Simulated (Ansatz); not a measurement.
Ge:
```
CELL_PARAMETERS angstrom
      0.00000     2.83668     2.83668
      2.83668     0.00000     2.83668
      2.83668     2.83668     0.00000
ATOMIC_POSITIONS crystal
  Ge 0.50000 0.50000 0.50000
  Ge 0.75000 0.75000 0.75000
```

Relaxed with DFT-r²SCAN in the program Ansatz with PAW potentials. Indices refer to the conventional cell of Fd-3m, a = b = c = 5.6734 Å, α = β = γ = 90.00°.

### Question
Simulate the powder diffraction pattern (Cu Kα, λ = 1.54184 Å; lines above 1 %) up to 2θ = 90°.

### Answer
Simulated powder pattern, Cu Kα, λ = 1.54184 Å (kinematic, ideal powder, no thermal factors, no anomalous dispersion; the 30 strongest lines at most, above 1 %, up to 2θ = 90°):

| 2θ (°) | d (Å) | I/Imax (%) | hkl |
|---|---|---|---|
| 27.23 | 3.276 | 100 | (111) |
| 45.21 | 2.006 | 75 | (220) |
| 53.57 | 1.711 | 45 | (311) |
| 65.85 | 1.418 | 12 | (400) |
| 72.64 | 1.302 | 18 | (331) |
| 83.47 | 1.158 | 24 | (422) |
| 89.83 | 1.092 | 14 | (511)+(333) |

Symmetry was held in the r²SCAN relaxation.

Potentials: the later of the program's two PAW sets.
